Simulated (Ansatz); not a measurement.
Computed with Ansatz (plane waves, PAW, 500 eV cutoff): r²SCAN, scalar-relativistic, no spin polarisation, Γ-centred 10×10×10 mesh, 0.05 eV Gaussian smearing. The datasets are Ansatz's generated set soft_2.

A compound RuX has these computed properties.

* Space group: F-43m (No. 216)
* Conventional cell: a = 5.851 Å, b = 5.851 Å, c = 5.851 Å, α = 90.00°, β = 90.00°, γ = 90.00°
* Volume: 25.04 Å³/atom
* Band gap: zero (metallic)
* Density of states at the Fermi level: 0.84 states/(eV·atom)
* Bader charges: Ru -0.12; X 0.12 e
* Formation energy from the elements (0 K, uncorrected): 0.29 eV/atom (unstable against the elements)
* Bulk modulus (Birch–Murnaghan): 105 GPa
* Pressure derivative B0′: 4.9

Sites: Ru on 4a, X on 4d.

Question: Which element is X?
A. Sn
B. I
C. Te
D. Sb

Answer: C. X is Te, so the compound is RuTe.

The cell came from substitution into a structure type; whether the compound takes it is for experiment to say.

Spin–orbit coupling, which matters for such heavy elements, is left out.
